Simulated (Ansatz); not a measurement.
Exchange couplings of Gd (P63/mmc)

Geometry: a structure as deposited in COD, repeated to hold the magnetic orders; nothing is relaxed.

Functional, mesh and filling: PBE, 5×8×5 k mesh, Fermi–Dirac smearing of 0.05 eV. PAW means Ansatz 0.2.0 on its default frozen-core files. Site moments are integrated in spheres about the atoms.

The input and its command:

```yaml
crystal:
  lattice:
    - [0.0, 0.0, 5.7826]
    - [3.636, 0.0, 0.0]
    - [0.0, 6.2977367364, 0.0]
  atoms:
    - { symbol: Gd, position: [0.25, 1.0, 0.3333333334], spin: 7.2 }
    - { symbol: Gd, position: [0.25, 0.5, 0.8333333334], spin: -7.2 }
    - { symbol: Gd, position: [0.75, 0.5, 0.1666666666], spin: -7.2 }
    - { symbol: Gd, position: [0.75, 0.0, 0.6666666666], spin: 7.2 }
magnetization:
  spin_polarized: true
kpoints:
  mp_grid: { grid: [5, 8, 5] }
scf:
  occupations: { method: fermi_dirac, width: 0.05 }
  lower_state_search: "off"
hamiltonian:
  xc: pbe
  pseudopotentials: { kind: paw }
output:
  eigenvalues: false
  eigenstates:
    nscf_kmesh: { grid: [5, 8, 5] }
    top_band: c87
    exchange_couplings: { magnetic: [{ species: Gd }] }
  write_density: true
  write_potential: true
  elf: true
  volumetric_format: npy
```

Command: `ansatz run input.yaml --threads 2 --pin off --max-ram 6144MiB --backend cpu --events-out ev --progress --plain --runs-dir out`

Site moments (μB): Gd1 7.18, Gd2 -7.18, Gd3 -7.18, Gd4 7.18. Cell moment 0.00 μB.

Couplings come from the force theorem (directions of the magnetic atoms constrained, all else relaxed) on a 5×8×5 mesh, with E = −Σ J e_i·e_j over ordered pairs of unit vectors, so positive J favours parallel moments.

```tsv
pair	count	J PAW (meV)
Gd1–Gd at 3.57 Å, set 1	2	-1.13
Gd1–Gd at 3.57 Å, set 2	4	-0.95
Gd1–Gd at 3.64 Å, set 1	2	+2.82
Gd1–Gd at 3.64 Å, set 2	4	+2.47
Gd1–Gd at 5.10 Å, set 1	4	+0.11
Gd1–Gd at 5.10 Å, set 2	2	+0.86
Gd1–Gd at 5.78 Å	2	-0.71
Gd1–Gd at 6.26 Å, set 1	4	+0.38
Gd1–Gd at 6.26 Å, set 2	4	+0.66
Gd1–Gd at 6.26 Å, set 3	4	+0.70
```

Pairs at one distance with different couplings are listed as sets.

The program reports that this state isn't the lowest of its own couplings. The gain of the softest rotation is smaller than what its band sum leaves out of a whole turn, though, so more bands could change its sign.

The couplings come from one mesh, and their convergence in k wasn't tested.

Without U a semilocal functional puts the f levels too near the Fermi level, which can change moments and the order of magnetic states; site and cell moments are spin moments. The Ansatz runs typed with the search for lower states off end where their start leads. Spin–orbit coupling is left out although heavy atoms are present. With open f shells a run can end in a state that isn't the lowest. These are results for the start and cell typed. The real compound can order otherwise, in a larger cell, or not at all, since semilocal functionals at zero temperature often overstate magnetism.
